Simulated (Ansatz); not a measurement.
Relaxed TaN (rock salt):

```
CELL_PARAMETERS angstrom
      0.00000     4.37460     4.37460
      2.18730     0.00000     2.18730
      2.18730     2.18730     0.00000
ATOMIC_POSITIONS crystal
  N  0.00000 0.00000 0.00000
  N  0.50000 0.00000 0.00000
  Ta 0.25000 0.50000 0.50000
  Ta 0.75000 0.50000 0.50000
```

Level of theory: PBEsol (plane waves to 420 eV, PAW, scalar-relativistic; Ansatz, a first-principles code). k mesh 15×15×15 (Γ-centred), Fermi-Dirac smearing 0.05 eV. With partly filled bands, energies and forces of such displacements shift with the k mesh and the smearing. Spin-orbit coupling is left out, though Ta is heavy. TaN is run without spin polarisation. TaN was relaxed with its symmetry unable to fall. The PAW data are Ansatz's earlier set. This is a high-temperature form of TaN.

One atom of the cell was then moved (with its periodic images), all else fixed, and the forces (eV/Å) came out as:

| atom | Fx | Fy | Fz |
|---|---|---|---|
| N1 | -0.554 | -0.026 | -0.026 |
| N2 | 0.190 | 0.029 | 0.029 |
| Ta3 | 0.150 | 0.000 | 0.000 |
| Ta4 | 0.214 | -0.003 | -0.003 |

Q: Which atom was moved, and by which vector (Å)?

A: N1, by (0.04, 0.00, 0.00), 0.04 Å in all.

(For displaced atoms, the force is minus the slope of the energy, and its curvature is a force constant, which sets phonon frequencies.)
